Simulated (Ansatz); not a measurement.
Relaxed-ion elastic tensor of SiGe (NiAs type, P6_3/mmc) in GPa (Voigt order), DFT-PBEsol in the program Ansatz with PAW potentials; density 4.77 g/cm³, 17.54 Å³ per atom.

|  | 1 | 2 | 3 | 4 | 5 | 6 |
|---|---|---|---|---|---|---|
| 1 | 108 | 50.5 | 82.1 | 0.0 | 0.0 | 0.0 |
| 2 | 50.5 | 108 | 82.1 | 0.0 | 0.0 | 0.0 |
| 3 | 82.1 | 82.1 | 143 | 0.0 | 0.0 | 0.0 |
| 4 | 0.0 | 0.0 | 0.0 | 38.8 | 0.0 | 0.0 |
| 5 | 0.0 | 0.0 | 0.0 | 0.0 | 38.8 | 0.0 |
| 6 | 0.0 | 0.0 | 0.0 | 0.0 | 0.0 | 28.6 |

Task: Is the crystal mechanically stable?

Result: Yes: the smallest eigenvalue of C is 28.6 GPa.

Task: Work out the Voigt, Reuss and Hill averages.

Result: K_V = 87.6, K_R = 79.0, K_H = 83.3; G_V = 30.9, G_R = 28.0, G_H = 29.4 GPa.

Task: Give Young's modulus, Poisson's ratio, Pugh's ratio and the universal anisotropy index.

Result: E = 9KG/(3K + G) = 79.0 GPa; ν = 0.34; K/G = 2.83 (ductile by the Pugh limit of 1.75); A_U = 5G_V/G_R + K_V/K_R − 6 = 0.62.

Task: Estimate the sound speeds and the Debye temperature.

Result: v_l = √((K + 4G/3)/ρ) = 5070 m/s, v_t = √(G/ρ) = 2480 m/s, mean 2790 m/s; Θ = (h/k)(3n/4πV)^(1/3) v_m = 320 K.

Task: How much does each axis shrink under pressure?

Result: Linear compressibilities β_i = Σ_j S_ij (j = 1 to 3): x 6.7, y 6.7, z -0.65 per TPa.

The cell is a constructed one: a structure type filled with these elements; neither database checked (COD, Materials Project) lists it. Whether it is the stable phase at ambient conditions was not checked. The PBEsol relaxation kept the symmetry of its start; whether a distortion lowers the energy is not shown. As this level gives no gap, shear constants depend on the k-mesh and smearing (Fermi–Dirac, 0.1 eV here). On the denser mesh and wider smearing of the elastic run this cell carries a stress of 0.3 GPa.

Potentials: the earlier of the program's two PAW sets. The files were generated under PBE; for other functionals the program regenerates the frozen cores, and for LDA and PBEsol the local potential too.
